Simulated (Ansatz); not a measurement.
# Ca3GeN (Pm-3m), an elastic constant from a strain scan

All numbers below come from DFT PBEsol, scalar-relativistic, plane waves, PAW (Ansatz 0.2.0). Settings: plane waves to 420 eV, k-mesh 10×10×10 (Γ-centred), Gaussian smearing 0.15 eV. No spin polarisation. Energies are free energies at this smearing, counted from the undisturbed cell; pressure is positive in compression.

The undisturbed cell (as given, not relaxed at this level; it stands at -0.1 GPa, and it needn't be the usual structure):

```xyz
5
Lattice="4.7573 0.0000 0.0000 0.0000 4.7573 0.0000 0.0000 0.0000 4.7573" Properties=species:S:1:pos:R:3 pbc="T T T"
Ca    0.0000    2.3786    2.3786
Ca    2.3786    0.0000    2.3786
Ca    2.3786    2.3786    0.0000
Ge    0.0000    0.0000    0.0000
N     2.3786    2.3786    2.3786
```

The cell is strained by ε times the Voigt pattern (0, 0, 0, 1, 0, 0) (xx, yy, zz, yz, xz, xy; engineering shear) with fractional coordinates fixed. The cell holds 5 atoms in V0 = 107.67 Å³. The stress column is τ = (1/V0) dE/dε, got from the stress tensor σ (compression positive) at each point as −det(1 + εP) σ : P(1 + εP)⁻¹, with P the pattern as a tensor.

```
      ε  ΔE (meV/atom)  τ (GPa)
-0.1312         51.618   -5.921
-0.1125         37.838   -5.047
-0.0937         26.179   -4.182
-0.0750         16.737   -3.334
-0.0562          9.382   -2.490
-0.0375          4.172   -1.657
-0.0187          1.037   -0.825
 0.0000          0.000    0.000
 0.0187          1.037    0.825
 0.0375          4.172    1.657
 0.0562          9.382    2.490
 0.0750         16.737    3.334
 0.0937         26.179    4.182
 0.1125         37.838    5.047
 0.1312         51.618    5.921
 0.1500              ?        ?
```

Q: Which combination of elastic constants does this scan measure, and how large is it?

A: For small ε, τ = τ0 + Kε with K = pᵀCp, which for this pattern is C44 in the cubic axes. The parabola through τ at ε = -0.0187, 0 and 0.0187 has slope K = 44 GPa at zero. The energies per cell, E = NΔE, of the same two points give K = 2[E(ε₊)/ε₊ − E(ε₋)/ε₋]/[(ε₊ − ε₋)V0] = 44 GPa, in agreement.

Q: Predict the withheld row at ε = 0.1500 from the harmonic law, and compare.

A: ΔE = V0(τ0 ε + Kε²/2)/N = 66.716 meV/atom and τ = 6.62 GPa. The calculation gives 67.708 meV/atom and 6.82 GPa, a miss of 1.5 % of the harmonic energy, so the harmonic law still holds here.

In a metal these slopes depend on the k mesh and the smearing.